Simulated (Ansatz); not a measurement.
Consider the following.

PbI$_{2}$:
```xyz
6
Lattice="7.4194 0.0000 0.0000 0.0000 7.8413 0.0000 0.0000 0.0000 4.8099" Properties=species:S:1:pos:R:3 pbc="T T T"
Pb     0.0000     0.0000     0.0000
Pb     3.7097     3.9206     2.4049
I      1.8893     2.6861     0.0000
I      5.5990     1.2345     2.4049
I      1.8204     6.6067     2.4049
I      5.5301     5.1552     0.0000
```

This is the PBE-relaxed structure. Tensor components refer to the Cartesian frame of this cell.

### Question
All from plane-wave PAW PBE (Ansatz code), unless another level is named. Give the formation energy from the elements (no fitted shifts).

### Answer
-0.63 eV/atom.

### Question
Next, the band gap?

### Answer
2.14 eV (indirect).

### Question
What about the weight of the valence-edge state by species (Voronoi cells)?

### Answer
I 82 %, Pb 18 %.

### Question
Next, the valence-band maximum?

### Answer
on the Γ–Z line, 45 % of the way from Γ (k = 0.000, 0.000, 0.224).

Space group Pnnm. A made-up cell: these elements were put on the sites of a structure type; neither database checked (COD, Materials Project) lists it. It is not the phase usual at ambient conditions (space group No. 164). The PBE relaxation kept the symmetry of its start; its stability against distortions is not shown here. The references are the lowest solids computed at this level, not always the standard phases. Scalar-relativistic: spin–orbit coupling is off unless named, which matters more the heavier the elements.

Potentials: the later of the program's two PAW sets.
